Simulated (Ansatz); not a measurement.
WS2 (2H-MoS2 type, space group P6_3/mmc)

```
WS2
1.0
    3.15429     0.00000     0.00000
   -1.57715     2.73170     0.00000
    0.00000     0.00000    12.14086
W S
2 4
Cartesian
  0.00000   1.82113   3.03522
  1.57715   0.91057   9.10565
  0.00000   1.82113   7.53098
  1.57715   0.91057   1.46054
  1.57715   0.91057   4.60989
  0.00000   1.82113  10.68032
```

This relaxed cell (volume V₀) is scaled evenly in all directions, its shape held. The atoms relax within the cell's symmetry.

Calculation: PBE-D3(BJ) (plane waves to 420 eV, PAW, scalar-relativistic; Ansatz, a first-principles code). k mesh 12×12×3 (Γ-centred), Fermi-Dirac smearing 0.05 eV. E stands for the smeared free energy. With the shape held, the modulus is that of even scaling; a crystal free to change shape is softer. Spin-orbit coupling is left out, though W is heavy. The PAW data are Ansatz's earlier set. WS2 is run without spin polarisation. WS2 was relaxed with its symmetry unable to fall. ΔE is measured from the relaxed starting cell.

```json
[
 {"V (Å³/atom)": "16.389", "ΔE (meV/atom)": "17.4"},
 {"V (Å³/atom)": "16.599", "ΔE (meV/atom)": "10.9"},
 {"V (Å³/atom)": "16.808", "ΔE (meV/atom)": "6.0"},
 {"V (Å³/atom)": "17.017", "ΔE (meV/atom)": "2.6"},
 {"V (Å³/atom)": "17.226", "ΔE (meV/atom)": "0.6"},
 {"V (Å³/atom)": "17.435", "ΔE (meV/atom)": "0.0"},
 {"V (Å³/atom)": "17.645", "ΔE (meV/atom)": "0.6"},
 {"V (Å³/atom)": "17.854", "ΔE (meV/atom)": "2.4"},
 {"V (Å³/atom)": "18.063", "ΔE (meV/atom)": "5.3"},
 {"V (Å³/atom)": "18.272", "ΔE (meV/atom)": "9.2"},
 {"V (Å³/atom)": "18.482", "ΔE (meV/atom)": "14.2"}
]
```

**Question.** What bulk modulus at fixed cell shape B₀ follows from a third-order Birch-Murnaghan fit?

**Answer.** 79.9 GPa.

**Question.** What is the fitted pressure derivative B₀′?

**Answer.** 4.2.

(Under strain, the slope of the energy per volume gives the stress and its curvature an elastic modulus.)
